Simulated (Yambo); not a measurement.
Yambo input for NH4I (space group P4/nmm, No. 129) (a = b = 6.1494 Å, c = 4.4137 Å, α = β = γ = 90.00°), on norm-conserving PBEsol (Quantum ESPRESSO, 84 Ry, without SOC) wavefunctions on a 4×4×4 mesh:

```
optics
chi
dipoles
kernel
FFTGvecs= 40 Ry
Chimod= "HARTREE"
NGsBlkXd= 3 Ry
% QpntsRXd
 1 | 1 |
%
% BndsRnXd
 1 | 113 |
%
GrFnTpXd= "R"
% EnRngeXd
 0.0 | 20.0 | eV
%
% DmRngeXd
 0.2 | 0.2 | eV
%
CGrdSpXd= 50
ETStpsXd= 161
% LongDrXd
 1.0 | 0.0 | 0.0 |
%
% XfnQP_E
 2.03 | 1.0 | 1.0 |
%
```

First lines of the file o-*.eps_q1_inv_rpa_dyson:

```
Absorption @ Q(1):   1.00000000     0.00000000     0.00000000    [q->0 direction]
#
# [ X ] Hartree size     :  113
# [GEN] GF Energies     : Perdew, Burke & Ernzerhof SOL(X)+Perdew, Burke & Ernzerhof SOL(C)+ user defined corrections @E
# [GEN] Green`s Function     : Retarded
#
# [GEN] Gauge     : Length
# [GEN] [r,Vnl] included     : yes
#
#    E[1] [eV]     Im(eps)     Re(eps)     Im(eps_o)     Re(eps_o)
#
     0.000000     -0.32987E-17     2.753976     -0.30902E-17     3.176020
     0.125000     0.941472E-3     2.754270     0.001287     3.176421
     0.250000     0.001885     2.755151     0.002577     3.177625
     0.375000     0.002834     2.756622     0.003874     3.179636
     0.500000     0.003791     2.758687     0.005182     3.182459
     0.625000     0.004757     2.761352     0.006504     3.186101
     0.750000     0.005737     2.764623     0.007844     3.190573
     0.875000     0.006732     2.768509     0.009206     3.195887
     1.000000     0.007745     2.773022     0.010594     3.202058
     1.125000     0.008780     2.778172     0.012013     3.209104
     1.250000     0.009839     2.783975     0.013467     3.217044
     1.375000     0.010927     2.790447     0.014960     3.225903
     1.500000     0.012047     2.797607     0.016499     3.235706
     1.625000     0.013203     2.805475     0.018089     3.246483
     1.750000     0.014399     2.814076     0.019735     3.258268
     1.875000     0.015641     2.823435     0.021445     3.271097
     2.000000     0.016932     2.833583     0.023226     3.285013
     2.125000     0.018280     2.844552     0.025086     3.300062
     2.250000     0.019690     2.856379     0.027034     3.316295
     2.375000     0.021170     2.869105     0.029080     3.333770
     2.500000     0.022728     2.882775     0.031235     3.352551
     2.625000     0.024373     2.897441     0.033512     3.372708
     2.750000     0.026116     2.913158     0.035924     3.394323
     2.875000     0.027967     2.929991     0.038489     3.417482
     3.000000     0.029942     2.948011     0.041225     3.442287
     3.125000     0.032056     2.967299     0.044153     3.468847
     3.250000     0.034327     2.987944     0.047299     3.497290
     3.375000     0.036778     3.010052     0.050692     3.527757
     3.500000     0.039435     3.033738     0.054366     3.560411
     3.625000     0.042330     3.059140     0.058365     3.595435
     3.750000     0.045503     3.086411     0.062737     3.633042
     3.875000     0.049000     3.115735     0.067545     3.673477
     4.000000     0.052884     3.147325     0.072867     3.717027
```
(The file goes on to the top of the energy range.) Convergence of the RPA response with its 4×4×4 mesh was not tested. The scissor comes from a G0W0 run whose convergence isn't established.

Geometry of the Materials Project entry, not relaxed at this level.

The structure is a Materials Project entry; no match was found in the copy of COD used, and its stability was not checked.

The distance between layers or molecules is the database entry's, not relaxed here. Functionals without dispersion can leave it too large, which widens gaps and weakens the response across layers: the numbers belong to this cell.
